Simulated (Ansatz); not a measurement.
**Relaxing mercury (A15)**

Level of theory: DFT, r2SCAN, plane waves (500 eV) with PAW, scalar-relativistic (Ansatz 0.2.0). The PAW files were generated under PBE, with cores re-solved for the functional.

k-point mesh 5×5×5, Fermi-Dirac smearing 0.1 eV, no spin polarisation. Cell and atoms relax.

Starting structure:

```
Hg
1.0
     5.69371    0.00000    0.00000
     0.00000    5.69371    0.00000
     0.00000    0.00000    5.69371
Hg
8
Direct
  0.00000 0.00000 0.00000
  0.50000 0.50000 0.50000
  0.25000 0.00000 0.50000
  0.75000 0.00000 0.50000
  0.50000 0.25000 0.00000
  0.50000 0.75000 0.00000
  0.00000 0.50000 0.25000
  0.00000 0.50000 0.75000
```

Task: What cell does the relaxation end in?

Result: Pm-3n with a = 6.077 Å; 28.05 Å³ per atom against 23.07 at the start (21.6 %).

Task: How much energy does the relaxation gain?

Result: 66.2 meV per atom.
